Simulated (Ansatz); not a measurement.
Ge2Sb2TeSe4:
```
CELL_PARAMETERS angstrom
      3.99634     0.00000     0.00000
     -1.99817     3.46093     0.00000
      0.00000     0.00000    17.15648
ATOMIC_POSITIONS crystal
  Ge 0.00000 0.00000 0.34238
  Ge 0.00000 0.00000 0.65762
  Sb 0.33333 0.66667 0.12321
  Sb 0.66667 0.33333 0.87679
  Te 0.00000 0.00000 0.00000
  Se 0.33333 0.66667 0.78500
  Se 0.66667 0.33333 0.21500
  Se 0.33333 0.66667 0.41493
  Se 0.66667 0.33333 0.58507
```

This is the r²SCAN+D4-relaxed structure.

**Question.** All from the program Ansatz at the r²SCAN+D4 level (PAW), unless another level is named. Give the electronic character.

**Answer.** metallic (no gap).

**Question.** Predict the density of states at the Fermi level.

**Answer.** 0.05 states/eV per atom (mean over ±0.08 eV).

**Question.** Give the formation energy from the elements (no fitted shifts).

**Answer.** -0.15 eV/atom.

**Question.** Next, the gap with spin–orbit coupling?

**Answer.** none (metallic).

Space group P-3m1. The start of the workflow was typed in or built on a structure type; neither database checked (COD, Materials Project) lists it. Its standing as an ambient phase is unchecked. Symmetry was held in the r²SCAN+D4 relaxation; whether a distortion lowers the energy is not shown. The references are the lowest solids computed at this level, not always the standard phases. Spin–orbit coupling is left out wherever it is not named.

Potentials: the earlier of the program's two PAW sets.
